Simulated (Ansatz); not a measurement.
## Zone-centre phonons of Si2SnGe at 15 GPa: input and output

Theory: DFT PBE, scalar-relativistic, plane waves, PAW (Ansatz).

Launched with:
```bash
ansatz run input.yaml --threads 2 --pin off --max-ram 6144MiB --backend cpu --events-out ev --progress --plain --runs-dir out
```

Input (bare energies are in eV):
```yaml
crystal:
  lattice:
    - [3.8979079308, 0.0, 0.0]
    - [0.0, 3.8979079308, 0.0]
    - [0.0, 0.0, 5.5588025948]
  atoms:
    - { symbol: Si, position: [0.5, 0.0, 0.7707237982] }
    - { symbol: Si, position: [0.0, 0.5, 0.2292762018] }
    - { symbol: Sn, position: [0.0, 0.0, 0.5] }
    - { symbol: Ge, position: [0.5, 0.5, 0.0] }
basis:
  ecutwfc: 420
kpoints:
  mp_grid: { grid: [10, 10, 6] }
hamiltonian:
  xc: pbe
scf:
  occupations: { method: gaussian, width: 0.01 }
output:
  eigenvalues: true
phonons:
  method: dfpt
  eigenvectors: true
```

Results section of the output:
```
--- Phonons (Γ-DFPT): 7 representative perturbations + reference, on 144 of 600 k-points (Σ response iterations 21) ---
  k mesh reduced under 4 symmetry operations, with k and −k counted as one. Each operation leaves every solved displacement unchanged or reverses it
  ASR residual: 4.080e-5 → 0.000e0 eV/Å²; symmetrization residual: 9.919e-6 eV/Å²
  ASR residual per site (eV/Å²): 1.14e-5 1.14e-5 4.08e-5 3.05e-5
  Γ frequencies (cm⁻¹): 0.00 0.00 0.00 22.25 22.25 236.18 404.55 404.55 423.22 430.26 436.23 436.23
  non-analytic LO–TO correction: not included (Born effective charges unavailable; polar crystals: no LO–TO splitting at Γ)
```

It took 110 s on 2 threads of Arm Neoverse V2, on a shared host, peak memory 1.3 GiB.

The cell was built by swapping an element in a database structure (itself possibly hypothetical) and relaxing; it need not be the stable form of this composition. Spin–orbit coupling is left out, which matters for heavy elements. The bands were filled as in an insulator; under compression the gap may have closed between mesh points.